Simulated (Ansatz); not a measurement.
An Ansatz (an electronic-structure program) run. Input:

Ansatz 0.2 input:
```yaml
crystal:
  lattice:
    - [3.702829392, 0.0, 0.0]
    - [0.0, 3.702829392, 0.0]
    - [0.0, 0.0, 3.702829392]
  atoms:
    - { symbol: Cd, position: [0.0, 0.0, 0.0] }
    - { symbol: Te, position: [0.5, 0.5, 0.5] }
kpoints:
  mp_grid: { grid: [23, 23, 23] }
hamiltonian:
  xc: pbesol
  pseudopotentials: { azcp: { folder: ./paw }, kind: paw }
scf:
  occupations: { method: fermi_dirac, width: 0.1 }
elastic: { mode: relaxed_ion, stencil: two_point, amplitude: 0.005, f_tol: 0.0005 }
```

Output (shortened):

```
Pseudopotential: Cd, paw, valence charge 20
Pseudopotential: Te, paw, valence charge 16
Functional definition: PBEsol
Crystal: 2 atoms, lattice volume = 50.769 Å³
Basis set: ecut = 420 eV, 1021 PW (Γ), exchange–correlation on 50×50×50 points (8 copies of the dense FFT grid, shifted against one another)
Bands: 22, of which v1, the nominal top of the filled ones, is band 18 counted from 1 (17 counted from 0)
Symmetry: 48 space group operations
Space group: Pm-3m (ITA 221), of the structure as read, at distance tolerance 3.7e-5 Å
k-points: 364 of 12167
SCF 1 converged in 11 iterations: F = -15085.588836 eV  dr2 = 7.81e-14
Crystal: 2 atoms, lattice volume = 50.515 Å³
Basis set: ecut = 420 eV, 1013 PW (Γ), exchange–correlation on 50×50×50 points (8 copies of the dense FFT grid, shifted against one another)
Symmetry: 16 space group operations
k-points: 936 of 12167
SCF 2 converged in 10 iterations: F = -15085.588645 eV  dr2 = 1.07e-14
Crystal: 2 atoms, lattice volume = 51.023 Å³
SCF 3 converged in 7 iterations: F = -15085.588604 eV  dr2 = 4.32e-14
Crystal: 2 atoms, lattice volume = 50.769 Å³
Symmetry: 8 space group operations
k-points: 1728 of 12167
SCF 4 converged in 8 iterations: F = -15085.588839 eV  dr2 = 3.92e-14
Crystal: 2 atoms, lattice volume = 50.769 Å³
SCF 5 converged in 7 iterations: F = -15085.588839 eV  dr2 = 5.99e-14
SCF converged after 11 iterations
Free energy (F): -15085.588836 eV
Harris-Foulkes:  -15085.588836 eV  (|F-HF|=3.64e-12)
Internal energy: -15085.543930 eV  (E = F + TS)
E sigma→0 (E₀):  -15085.566383 eV
Entropy (-TS):   -0.044906 eV (-22.453 meV/atom)
Fermi energy:    12.126085 eV
--- Per-component energies (eV) ---
  E_band       = -639.782679
  E_kinetic    = 613.932896
  E_local      = -4552.997534  (includes V_loc(G=0)·N_el)
  E_nonlocal   = 190.270230
  E_hartree    = 2179.180454
  E_xc         = -277.544483
  E_vxc        = -298.214065  (∫ρ·V_xc dr)
  E_paw        = -8622.086401  (= ΣΔE_a)
  E_vpaw       = -951.135502  (= ΣTr[D̂ρ^β])
  E_aug_tail   = 0.000392  (compensation charges beyond the density's cutoff)
  E_ewald      = -4617.016257
  E_core_change = 0.716772  (= ΣΔE_core)
  E_smearing   = -0.044906  (= −TS)
  E_closure    = 0.000000  (closes the sum)
  Σ components = -15085.588836   (vs F -15085.588836, Δ=0.00e0)
--- Forces (eV/Å), atoms counted from 1 ---
  atom   1  Cd     0.00000000     0.00000000     0.00000000
  atom   2  Te     0.00000000     0.00000000     0.00000000
  max |Σ_I F_I| component: 0.0 eV/Å
--- Stress (GPa, compression-positive) ---
       -0.014597       0.000000       0.000000
        0.000000      -0.014597       0.000000
        0.000000       0.000000      -0.014597
  P = ⅓ Tr σ = -0.0146 GPa (-0.146 kbar)
--- Band table (eV; the first three rows and the last of 364) ---
  k-point 0: bands = ["-90.2355", "-51.3221", "-51.3221", "-51.3221", "-24.6883", "-24.6883", "-24.6785", "-24.6785", "-24.6785", "-0.4971", "3.5303", "3.5303", "3.8453", "3.8453", "3.8453", "11.0598", "11.0598", "11.0598", "11.1226", "16.9908", "16.9908", "21.9734"]
  k-point 1: bands = ["-90.2355", "-51.3221", "-51.3221", "-51.3221", "-24.6883", "-24.6881", "-24.6786", "-24.6786", "-24.6785", "-0.4817", "3.5309", "3.5340", "3.8418", "3.8418", "3.8455", "10.5099", "11.0812", "11.0812", "11.6148", "17.0016", "17.0986", "21.8441"]
  k-point 2: bands = ["-90.2355", "-51.3222", "-51.3220", "-51.3220", "-24.6882", "-24.6875", "-24.6787", "-24.6787", "-24.6785", "-0.4360", "3.5329", "3.5448", "3.8317", "3.8317", "3.8460", "9.8940", "11.1445", "11.1445", "12.0670", "17.0340", "17.4078", "21.5006"]
  k-point 363: bands = ["-90.2354", "-51.3234", "-51.3234", "-51.3234", "-24.6836", "-24.6836", "-24.6836", "-24.6718", "-24.6718", "2.2727", "3.3782", "3.3782", "3.4104", "4.0015", "4.0015", "9.7088", "9.7617", "9.7617", "12.3035", "12.8753", "12.8753", "13.2366"]
--- Elastic constants: 2 strain directions × 2 members + reference (group order 48) ---
  dense FFT box of the reference and of every strained cell: 25×25×25
  strains applied: 11, 23; error gains: componentwise 1.00 (the most a stress slope's error grows in a printed constant), spectral 1.73 (1 for all six strains …
  C = ∂σ_k/∂η_j (tension-positive GPa; Voigt order 11 22 33 23 13 12):
        53.047     56.214     56.214      0.000      0.000      0.000
        56.214     53.047     56.214      0.000      0.000      0.000
        56.214     56.214     53.047      0.000      0.000      0.000
         0.000      0.000      0.000     -0.975      0.000      0.000
         0.000      0.000      0.000      0.000     -0.975      0.000
         0.000      0.000      0.000      0.000      0.000     -0.975
  reference stress σ⁰ (GPa):      0.015      0.015      0.015      0.000      0.000      0.000
  moduli (Voigt/Reuss/Hill, GPa): K = 55.16/55.16/55.16   G = -1.22/-1.15/-1.18   E = -3.58   ν = 0.511
  mechanically stable: NO (min eigenvalue of sym C = -3.17 GPa)
  strain η (Voigt 11):  stress-route row diagonal C_11 = 53.05 GPa, energy-path curvature d²(F+E_count+ΔE)/dδ²/Ω₀ = 53.04 GPa
         δ    σ_11 (GPa)             F (eV)   n_scf  n_hpsi   n_pw
    -5.000e-3      -0.2542      -15085.5886451      10  457384   1013   relax 0 steps, max|allowed force component| 0.0 eV/Å
     5.000e-3       0.2763      -15085.5886037       7  338697   1021   relax 0 steps, max|allowed force component| 0.0 eV/Å
  strain η (Voigt 23):  stress-route row diagonal C_44 = -0.97 GPa, energy-path curvature d²(F+E_count+ΔE)/dδ²/Ω₀ = -0.99 GPa
         δ    σ_23 (GPa)             F (eV)   n_scf  n_hpsi   n_pw
    -5.000e-3       0.0049      -15085.5888385       8  743907   1021   relax 0 steps, max|allowed force component| 0.0 eV/Å
     5.000e-3      -0.0049      -15085.5888385       7  642452   1021   relax 0 steps, max|allowed force component| 0.0 eV/Å
```

Cost: about 11 core-minutes (a rough figure) on shared cores.

The start of the workflow was typed in or built on a structure type; neither database checked (COD, Materials Project) lists it. It is not the phase usual at ambient conditions (space group No. 216). The PBEsol relaxation kept the symmetry of its start. At this level the phase is mechanically unstable. As this level gives no gap, shear constants depend on the k-mesh and smearing (Fermi–Dirac, 0.1 eV here). Spin–orbit coupling is left out wherever it is not named.

Potentials: the earlier of the program's two PAW sets. The files were generated under PBE; for other functionals the program regenerates the frozen cores, and for LDA and PBEsol the local potential too.

Ansatz is a plane-wave DFT program.
